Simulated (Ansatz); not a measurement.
## BaNiS2: do energies and stresses tell the same story?

These are results of DFT PBEsol, scalar-relativistic, plane waves, PAW in Ansatz 0.2.0, not measurements.

Cutoff 420 eV; k points 8×8×4 on the computed 8-atom cell (Γ-centred); Gaussian smearing, width 0.10 eV; no spin polarisation.

Relaxed cell: P4/nmm, a = 4.338 Å, b = 4.338 Å, c = 8.762 Å, α = 90.00°, β = 90.00°, γ = 90.00°, 8 atoms in the primitive cell. Whether it is the stable form of this composition wasn't checked.

Energies at zero smearing and pressures from the stress tensor, at volumes with shape and atoms relaxed:
| V (Å³/atom) | E − E(first) (meV/atom) | P (GPa) |
| --- | --- | --- |
| 19.370 | 0.00 | 4.91 |
| 19.989 | -13.62 | 2.24 |
| 20.607 | -17.79 | 0.00 |
| 21.225 | -14.03 | -1.87 |
| 21.843 | -3.74 | -3.40 |

Problem. Check P = −dE/dV between neighbouring volumes, and get the bulk modulus from the pressures alone.

Solution. With 1 eV/Å³ = 160.2 GPa:
```json
{"middle V (Å³/atom)": "19.680", "−ΔE/ΔV (GPa)": "3.529", "mean P (GPa)": "3.578"}
{"middle V (Å³/atom)": "20.298", "−ΔE/ΔV (GPa)": "1.081", "mean P (GPa)": "1.123"}
{"middle V (Å³/atom)": "20.916", "−ΔE/ΔV (GPa)": "-0.972", "mean P (GPa)": "-0.936"}
{"middle V (Å³/atom)": "21.534", "−ΔE/ΔV (GPa)": "-2.669", "mean P (GPa)": "-2.636"}
```

The two differ by 0.05 GPa at most. The mean of two end pressures misses the average over a step by about ΔV² P″/12, up to 0.04 GPa here; with that taken off 0.01 GPa remains. Around V = 20.607 Å³/atom, the two neighbours give B = −V ΔP/ΔV = 20.607 × 4.12 / 1.236 = 68.6 GPa, against B0 = 68.0 GPa from the Birch–Murnaghan fit of the energies.

Spin-orbit coupling is left out, which matters for the bands of heavy elements.

A ferromagnetic start lost its moments in a first run, so spin was left out; other magnetic orders weren't tried.

Cost: 6 runs of about 28 core-minutes in all, on AMD EPYC 7R43 (Zen 3) (shared hosts).